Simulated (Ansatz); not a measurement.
MoRu:
```xyz
2
Lattice="2.7640 0.0000 0.0000 0.0000 2.7640 0.0000 0.0000 0.0000 3.8147" Properties=species:S:1:pos:R:3 pbc="T T T"
Ru     0.0000     0.0000     0.0000
Mo     1.3820     1.3820     1.9074
```

Relaxed with r²SCAN. Special points in fractions of this cell's reciprocal vectors: Γ (0.000, 0.000, 0.000); X (0.000, 0.500, 0.000); M (0.500, 0.500, 0.000); Z (0.000, 0.000, 0.500); R (0.000, 0.500, 0.500); A (0.500, 0.500, 0.500).

Problem. List the band energies nearest the Fermi level at these points for the program Ansatz at the r²SCAN with spin–orbit coupling level (PAW).

Solution. In eV from the Fermi level; about four levels below and three above (degenerate sets whole), none deeper than 8.9 eV; points with the same levels are listed once.

```csv
k,below,above
Γ,-1.92 -1.92 -1.46 -1.46,0.38 0.38 1.24 1.24
X,-1.12 -1.12 -0.28 -0.28,0.53 0.53 1.80 1.80
M,-5.43 -5.43 -5.41 -5.41,2.21 2.21 2.42 2.42
Z,-0.66 -0.66 -0.58 -0.58,0.31 0.31 0.72 0.72
R,-1.99 -1.99 -1.22 -1.22,1.22 1.22 1.49 1.49
A,-2.46 -2.46 -0.38 -0.38,1.67 1.67 2.23 2.23
```

Space group P4/mmm (L1₀ or tetragonal B2). The start of the workflow was typed in or built on a structure type; neither database checked (COD, Materials Project) lists it. Whether it is the stable phase at ambient conditions was not checked. The r²SCAN relaxation kept the symmetry of its start; whether a distortion lowers the energy is not shown. The run is not spin-polarised.

Potentials: the later of the program's two PAW sets.
